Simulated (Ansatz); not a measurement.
Problem. Each is relaxed and computed with plane-wave PAW r²SCAN (Ansatz code). Which is the only metal?
A) SiC, wurtzite
B) LuSi2, P6/mmm (Lu on 1a, Si on 2d)
C) Li2SiS3, Cmc2_1 (Li on 8b, Si on 4a, S on 8b, S on 4a)
D) SiO2, P6_322 (Si on 4f, O on 6g, O on 2c)

Solution. B, LuSi2, P6/mmm (Lu on 1a, Si on 2d). LuSi2: metal; SiO2: gap 6.17 eV (indirect); SiC: gap 2.65 eV (indirect); Li2SiS3: gap 3.46 eV (indirect). Not the usual ambient phase: SiO2, P6_322 (Si on 4f, O on 6g, O on 2c). Standing as an ambient phase not checked: LuSi2, P6/mmm (Lu on 1a, Si on 2d); Li2SiS3, Cmc2_1 (Li on 8b, Si on 4a, S on 8b, S on 4a). All cells were relaxed under the symmetry of their starts (and spin orders); stability against distortions was not tested throughout. Scalar-relativistic: spin–orbit coupling is off unless named, which matters more the heavier the elements.

Potentials: the later of the program's two PAW sets.
